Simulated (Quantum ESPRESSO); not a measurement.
```xyz
4
Lattice="3.8058 0.0000 0.0000 -1.9029 3.2959 0.0000 0.0000 0.0000 6.2380" Properties=species:S:1:pos:R:3 pbc="T T T"
Zn     0.0000     2.1973     0.0009
Zn     1.9029     1.0986     3.1199
S      0.0000     2.1973     2.2984
S      1.9029     1.0986     5.4174
```
The cell was made here from a computed Materials Project entry: S3 and its equivalents moved by 0.04 Å along (0.00, 0.00, -1.00), space group kept. The parent is ZnS in P6₃mc. Stability against distortions was not tested.

A lattice sum over point charges, one formal value an element (Zn +2, S -2), with no Sternheimer factor, costs far less than a self-consistent run. Taken along the main axis of each site's self-consistent tensor, it gives:

| site | V along that axis, point charges (a.u.) |
|---|---|
| Zn (atoms 1, 2) | -0.006 |
| S (atoms 3, 4) | 0.006 |

How do the values of PBE PAW (JTH datasets; density from pw.x of a modified build of Quantum ESPRESSO, gradients reconstructed from it by a script) compare?


```tsv
site	Vzz, PAW (a.u.)	PAW over point charges
Zn	-0.116	18
S	0.071	11
```
  Cores are frozen. Against all-electron runs on small test molecules, this scheme's |Vzz| missed by +4 % on Zn, −3 % on S.
